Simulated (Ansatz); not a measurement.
**Ansatz 0.2.0, single run: Be**

The command:

```bash
ansatz run input.yaml --threads 1 --pin off --max-ram 2560MiB --backend cpu --events-out ev --progress --plain --runs-dir out
```

The input file (Ansatz 0.2.0, plane waves):

```yaml
crystal:
  lattice:
    - [2.32235861, 0.0, 0.0]
    - [-1.16117931, 2.01122596, 0.0]
    - [0.0, 0.0, 3.63172021]
  atoms:
    - { symbol: Be, position: [0.33333, 0.66667, 0.25] }
    - { symbol: Be, position: [0.66666, 0.33333, 0.75] }
  symmetry: { tolerance: 0.0003 }
kpoints:
  mp_grid: { grid: [9, 9, 5], shift: [0, 0, 0] }
magnetization:
  spin_polarized: false
scf:
  occupations: { method: gaussian, width: 0.0413 }
  max_iter: 100
hamiltonian:
  pseudopotentials: { kind: paw }
  xc: pbesol
basis:
  ecutwfc: "40 Ry/bohr"
output:
  forces: true
  stress: true
  eigenvalues: true
```

Origin of the cell: a database entry, scaled a little.

Output:

```
Error: YAML parse error: error: line 21 column 12: unknown unit factor `Ry/bohr`
  --> <input>:21:12
   |
19 |   xc: pbesol
20 | basis:
21 |   ecutwfc: "40 Ry/bohr"
   |            ^ unknown unit factor `Ry/bohr`
22 | output:
23 |   forces: true
   |
```

Question: Why did it fail?

Answer: It holds a cutoff in the wrong unit: `basis.ecutwfc` typed as "40 Ry/bohr". The program refused the input.
